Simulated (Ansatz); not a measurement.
## MgO, first-principles data

MgO:
```yaml
crystal:
  lattice:
    - [3.22572, 0.00000, 0.00000]
    - [-1.61286, 2.79356, 0.00000]
    - [0.00000, 0.00000, 15.30533]
  atoms:
    - { symbol: Mg, position: [0.66667, 0.33333, 0.64816] }
    - { symbol: Mg, position: [0.66667, 0.33333, 0.97935] }
    - { symbol: Mg, position: [0.33333, 0.66667, 0.81375] }
    - { symbol: Mg, position: [0.33333, 0.66667, 0.48195] }
    - { symbol: Mg, position: [0.33333, 0.66667, 0.14754] }
    - { symbol: Mg, position: [0.00000, 0.00000, 0.31375] }
    - { symbol: O, position: [0.66667, 0.33333, 0.85162] }
    - { symbol: O, position: [0.66667, 0.33333, 0.52040] }
    - { symbol: O, position: [0.33333, 0.66667, 0.01851] }
    - { symbol: O, position: [0.33333, 0.66667, 0.68603] }
    - { symbol: O, position: [0.33333, 0.66667, 0.35293] }
    - { symbol: O, position: [0.00000, 0.00000, 0.18599] }
```

Space group P3m1 (No. 156); conventional cell a = 3.226 Å, b = 3.226 Å, c = 15.305 Å, α = 90.00°, β = 90.00°, γ = 120.00°.

Method: LDA (plane waves, PAW; program Ansatz). Geometry: relaxed at this level of theory. Other levels are named where they apply.

Cell and energy:

Volume per atom: 11.49 Å³
Density: 2.91 g/cm³
Formation energy from the elements (no fitted shifts): -2.76 eV/atom

Electronic structure:

* **Band gap**: 3.66 eV (direct)
* **Valence-band maximum**: at Γ
* **Conduction-band minimum**: at Γ
* **Electron effective mass**: 0.35 mₑ (isotropic)
* **Hole effective mass**: 0.38, 10, 10 mₑ (principal values)

Mechanics:

- Bulk modulus (Birch–Murnaghan fit): 128 GPa
- Pressure derivative B′: 3.7
- Elastic constants (relaxed ions, GPa): C11 = 201, C12 = 112, C13 = 90.2, C14 = 0.0, C33 = 180, C44 = 51.4
- Mechanical stability: stable (all eigenvalues of C positive)
- Hill bulk and shear moduli: 129 and 48.8 GPa
- Young's modulus: 130 GPa
- Poisson's ratio: 0.33
- Debye temperature from the elastic constants: 606 K
- Piezoelectric stress constants (proper, relaxed ions, C/m²): e15 = e24 = 0.44, e31 = e32 = 0.63, e33 = -1.48

Dielectric response:

* **Electronic dielectric constant ε∞ (DFPT)**: 3.01 (xx = yy), 3.08 (zz)
* **Static dielectric constant ε0 (ions relaxed, cell fixed)**: 5.57 (xx = yy), 6.30 (zz)
* **Born charges (a third of the trace)**: Mg +1.81 to +1.82, O -1.82 to -1.81 e

Phonons:

* **Highest zone-centre frequency (without LO–TO term)**: 680 cm^-1
* **Zone-centre stability**: no imaginary mode at Γ
* **Dynamical stability on the path**: stable (no imaginary branch)
* **Zero-point energy**: 75.9 meV/atom
* **Vibrational entropy at 300 K**: 14.8 J/(K·mol of atoms)

The workflow started from a Materials Project entry (that database holds measured and hypothetical structures alike); the Crystallography Open Database copy checked does not list it. It is not the phase usual at ambient conditions (space group No. 225). Symmetry was held in the LDA relaxation. Signs of piezoelectric constants follow the polarity of the cell as given. The references are the lowest solids computed at this level, not always the standard phases (solids in place of the gases).

Potentials: the later of the program's two PAW sets.
